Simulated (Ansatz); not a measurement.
Method: DFT PBE, scalar-relativistic, plane waves, PAW (Ansatz). Settings of the last relaxation (4-atom cell): 420 eV, 18×18×8 k points, Gaussian smearing of 0.10 eV, no spin polarisation.

Energies over the elements count from the elements' standard structures at the same level (N₂ as a molecule), with no fitted energy shifts.

Question: Propose a candidate for a trigonal metal with formula SrWN₂, with a formation energy near −0.28 eV/atom and about 13 Å³ per atom, in a cell of 4 atoms.

Answer: SrWN₂, space group P-3m1 (No. 164). Sr has 6 N at 2.60 Å, 2 W at 3.04 Å and 6 Sr at 3.15 Å; W is surrounded by 6 N at 2.17 Å and 2 Sr at 3.04 Å; N is surrounded by 3 W at 2.17 Å and 3 Sr at 2.60 Å.

```
Sr W N
1.0
     3.15274    0.00000    0.00000
    -1.57637    2.73036    0.00000
     0.00000    0.00000    6.08879
Sr W N
1 1 2
Direct
  0.00000 0.00000 0.00000
  0.00000 0.00000 0.50000
  0.33333 0.66667 0.30588
  0.66667 0.33333 0.69412
```

The volume per atom is 13.10 Å³, the density is 9.49 g/cm³ and the energy over the elements is −0.28 eV/atom. The gap on the 18×18×8 mesh of the 4-atom cell is 0 eV (a metal).

It was reached by relaxing an invented guess, and it needn't be the stable form of this composition. The answer needn't be unique; the calculation gave this one.

These runs have no spin–orbit coupling, which can matter for W. A structure relaxed within its symmetry needn't be a true minimum.
